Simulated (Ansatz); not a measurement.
Input:

Al$_{2}$Au:
```xyz
3
Lattice="0.0000 3.0010 3.0010 3.0010 0.0000 3.0010 3.0010 3.0010 0.0000" Properties=species:S:1:pos:R:3 pbc="T T T"
Al     1.5005     1.5005     1.5005
Al     4.5015     4.5015     4.5015
Au     0.0000     0.0000     0.0000
```

This is the PBEsol-relaxed structure.

Problem. All from DFT-PBEsol in the program Ansatz with PAW potentials, unless another level is named. Predict the formation energy from the elements (no fitted shifts).

Solution. -0.45 eV/atom.

Problem. And the density of states at the Fermi level?

Solution. 0.31 states/eV per atom (mean over ±0.08 eV).

Space group Fm-3m (fluorite or antifluorite type). Symmetry was held in the PBEsol relaxation. The references are the lowest solids computed at this level, not always the standard phases. Spin–orbit coupling is left out wherever it is not named.

Potentials: the earlier of the program's two PAW sets. The files were generated under PBE; for other functionals the program regenerates the frozen cores, and for LDA and PBEsol the local potential too.
